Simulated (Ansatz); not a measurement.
BeS (rock salt, space group No. 225), the program Ansatz at the PBEsol level (PAW). The conduction-band minimum lies at X, with 3 equivalent valleys. Second derivatives d²E/dk² of the lowest band at one valley (eV·Å²), along Cartesian directions:

```csv
direction,d²E/dk²
[100],7.522
[010],26.08
[001],26.08
[110],16.80
[101],16.80
[011],26.04
```

Task: Find the principal effective masses, the density-of-states mass and the conductivity mass.

Result: Off-diagonal terms follow from H_xy = H[110] − (H_xx + H_yy)/2, and m*/mₑ = 7.620 eV·Å² over each eigenvalue: 0.29, 0.29, 1.0. One valley's DOS mass (m₁m₂m₃)^(1/3) = 0.44, conductivity mass 3/(Σ 1/mᵢ) = 0.38 mₑ.

Task: What effective density of states Nc follows at 300 K for parabolic valleys?

Result: Nc = 2.509e19 × 3 × (0.44)^(3/2) ≈ 2.2e19 cm⁻³.

Space group Fm-3m (rock salt). The start of the workflow was typed in or built on a structure type; neither database checked (COD, Materials Project) lists it. COD files the formula under space group No. 216, so this cell is another polymorph or a model. Its standing as an ambient phase is unchecked. The cell was relaxed with PBEsol under the symmetry of its start. At this level the phase is dynamically unstable (imaginary phonons).

Potentials: the later of the program's two PAW sets.

Edges and masses are those of Kohn–Sham bands, whose gap is no quasiparticle gap.
